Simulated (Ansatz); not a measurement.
Q: Name crystals whose computed values (plane-wave PAW LDA (Ansatz code)) fall in these windows: ε∞ 1.9 to 2.6; Θ_D (K) 320 to 410.

A: 

| crystal | ε∞ | Θ_D (K) |
|---|---|---|
| KF, CsCl type | 2.31 | 382 |
| KF, rock salt | 2.10 | 353 |
Others may fit too.

Not the usual ambient phase: KF, CsCl type. All cells were relaxed under the symmetry of their starts (and spin orders); stability against distortions was not tested throughout.

Potentials: the later of the program's two PAW sets.
